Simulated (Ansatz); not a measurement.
**Ansatz 0.2.0, settings compared: K₂TlPbF₆**

The command:

```bash
ansatz run input.yaml --threads 1 --pin off --max-ram 2560MiB --backend cpu --events-out ev --progress --plain --runs-dir out
```

The input file (Ansatz 0.2.0, plane waves):

```yaml
crystal:
  lattice:
    - [0.0, 4.729346, 4.729346]
    - [4.729346, 0.0, 4.729346]
    - [4.729346, 4.729346, 0.0]
  atoms:
    - { symbol: Tl, position: [0.5, 0.5, 0.5] }
    - { symbol: K, position: [0.25, 0.25, 0.25] }
    - { symbol: K, position: [0.75, 0.75, 0.75] }
    - { symbol: F, position: [0.77, 0.23, 0.23] }
    - { symbol: F, position: [0.23, 0.77, 0.23] }
    - { symbol: F, position: [0.23, 0.77, 0.77] }
    - { symbol: F, position: [0.77, 0.23, 0.77] }
    - { symbol: F, position: [0.23, 0.23, 0.77] }
    - { symbol: F, position: [0.77, 0.77, 0.23] }
    - { symbol: Pb, position: [0.0, 0.0, 0.0] }
  symmetry: { tolerance: 0.0003 }
kpoints:
  mp_grid: { grid: [4, 4, 4], shift: [0, 0, 0] }
magnetization:
  spin_polarized: false
scf:
  occupations: { method: fermi_dirac }
hamiltonian:
  pseudopotentials: { kind: paw }
  xc: pbe
basis:
  ecutwfc: 420
output:
  forces: true
  stress: true
  eigenvalues: true
```

Origin of the cell: a known structure type with other elements, at an estimated volume, so it need not be a known compound.

The smearing width isn't typed, so it takes its default of 0.1 eV.

Output of this run (shortened):

```
Pseudopotentials: kind: paw
Pseudopotential: Tl, paw, valence charge 13, recommended cutoff 420 eV (normal), Tl.paw.azcp
Pseudopotential: K, paw, valence charge 9, recommended cutoff 420 eV (normal), K.paw.azcp
Pseudopotential: F, paw, valence charge 7, recommended cutoff 420 eV (normal), F.paw.azcp
Pseudopotential: Pb, paw, valence charge 14, recommended cutoff 420 eV (normal), Pb.paw.azcp
Functional definition: PBE
  exchange = pbe_x(kappa = kappa, mu = beta*pi^2/3)
  correlation = pbe_c(beta = beta)
Crystal: 10 atoms, lattice volume = 211.560 Å³
Basis set: ecut = 420 eV, 4111 PW (Γ), exchange–correlation on 90×90×90 points (8 copies of the dense FFT grid, shifted against one another)
Bands: 54, of which v1, the nominal top of the filled ones, is band 44 counted from 1 (43 counted from 0)
Symmetry: 48 space group operations
[… 10 lines left out …]
Initial density: superposition of atomic densities (neutral atoms: chi_scale 0, normalization atom), corrected by the library's trained network
Functional: x = pbe(κ = 0.804, μ = 0.219515), c = pbe(β = 0.066725)
SCF iter   1: F=—  HF=-31281.763480 eV  Δρ=2.54e-3  dr2=8.98e-3
SCF iter   2: F=—  HF=-31281.763255 eV  Δρ=8.28e-4  dr2=7.00e-4  defer=13
SCF iter   3: F=—  HF=-31281.763373 eV  Δρ=5.00e-4  dr2=2.98e-4  defer=10
SCF iter   4: F=—  HF=-31281.763298 eV  Δρ=1.96e-4  dr2=4.80e-5  defer=10
SCF iter   5: F=—  HF=-31281.763100 eV  Δρ=4.65e-5  dr2=2.97e-6  defer=10
SCF iter   6: F=—  HF=-31281.763099 eV  Δρ=1.11e-5  dr2=2.70e-7  defer=10
SCF iter   7: F=-31281.763099 eV  HF=-31281.763099 eV  Δρ=4.35e-6  dr2=2.91e-8
SCF 1 converged in 7 iterations: F = -31281.763099 eV  dr2 = 2.91e-8
SCF converged after 7 iterations
Free energy (F): -31281.763099 eV
Harris-Foulkes:  -31281.763099 eV  (|F-HF|=1.56e-8)
Internal energy: -31281.675499 eV  (E = F + TS)
E sigma→0 (E₀):  -31281.719299 eV
Entropy (-TS):   -0.087600 eV (-8.760 meV/atom)
Fermi energy:    4.619539 eV
--- Per-component energies (eV) ---
  E_band       = -603.495993
  E_kinetic    = 2370.980279
  E_local      = -7869.728357  (includes V_loc(G=0)·N_el)
  E_nonlocal   = 1136.878821
  E_hartree    = 3020.968098
  E_xc         = -1201.528971
  E_vxc        = -1218.801218  (∫ρ·V_xc dr)
  E_paw        = -23338.718871  (= ΣΔE_a)
  E_vpaw       = -1064.778752  (= ΣTr[D̂ρ^β])
  E_aug_tail   = 0.012297  (compensation charges beyond the density's cutoff)
  E_ewald      = -5400.538795
  E_smearing   = -0.087600  (= −TS)
  Σ components = -31281.763099   (vs F -31281.763099, Δ=0.00e0)
--- Forces (eV/Å), atoms counted from 1 ---
  atom   1  Tl     0.000000     0.000000     0.000000
  atom   2  K      0.000000    -0.000000     0.000000
  atom   3  K      0.000000     0.000000     0.000000
[… 2 lines left out …]
  atom   6  F     -1.003548     0.000000     0.000000
  atom   7  F     -0.000000    -1.003548     0.000000
  atom   8  F      0.000000     0.000000     1.003548
  atom   9  F      0.000000     0.000000    -1.003548
  atom  10  Pb     0.000000    -0.000000    -0.000000
  max |Σ_I F_I| component: 6.66e-16 eV/Å
--- Stress (GPa, compression-positive) ---
        4.148075       0.000000       0.000000
       -0.000000       4.148075      -0.000000
        0.000000      -0.000000       4.148075
  P = ⅓ Tr σ = 4.1481 GPa (41.481 kbar)
```

The same input was run again with these changes:

1. `kpoints.mp_grid.shift` [0, 0, 0] → [0.5, 0.5, 0.5]; `scf.occupations.method` fermi_dirac → methfessel_paxton; `scf.occupations.width` default → 0.15
2. `basis.ecutrho_ratio` default → 12; `scf.n_extra_bands` default → 4
3. `crystal.symmetry` { tolerance: 0.0003 } → { detect: false }; `kpoints.mp_grid.grid` [4, 4, 4] → [2, 2, 2]
4. `ecutwfc` default → 60; `scf.max_iter` default → 50

```csv
run,end,SCF iterations,P (GPa),max force component (eV/Å),moment (μB),ΔE(σ→0) (meV/atom)
base,converged,7,4.15,1.004,–,0
1,converged,8,4.10,1.044,–,-0.76
2,converged,7,4.15,1.004,–,-0.01
3,converged,8,3.79,0.969,–,-20.73
4,input refused,0,–,–,–,–
```

Energies are compared only where functional, datasets, charge and starting cell are the same.

Not properties of the system: run 3 (too coarse or loose: `kpoints.mp_grid.grid` = [2, 2, 2]).

Caveats of the base run: no moments, though an odd count or open d shells may carry them; no spin-orbit coupling, though heavy elements are present.

Run 1: the k mesh keeps only part of the crystal's symmetry.
Run 3: the k mesh is coarse if the cell is a metal.

The base run took 3.7 s on 1 thread of AMD EPYC 7R13 Processor (Zen 3), on a shared host, peak memory 0.55 GiB, from the program's own first density.
